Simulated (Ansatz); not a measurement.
Crystals of one structure type (zinc blende), relaxed and computed with HSE06 in the plane-wave PAW code Ansatz.

| crystal | a (Å) | gap (eV) | B₀ by P(V) fit (GPa) |
|---|---|---|---|
| GaN | 4.498 | 3.00 | 198 |
| BAs | 4.772 | 1.82 | 146 |
| GaP | 5.465 | 2.27 | 87.7 |
| GaAs | (withheld) | (withheld) | (withheld) |
| GaSb | 6.139 | 0.74 | 53.8 |
| InAs | 6.108 | 0.36 | 58.3 |

**Question.** Fill in the missing entries.

**Answer.** 
- GaAs, a (Å): 5.682
- GaAs, gap (eV): 1.29
- GaAs, B₀ by P(V) fit (GPa): 72.4

All cells were relaxed under the symmetry of their starts (and spin orders); stability against distortions was not tested throughout. Spin–orbit coupling is left out wherever it is not named.

Potentials: the later of the program's two PAW sets.
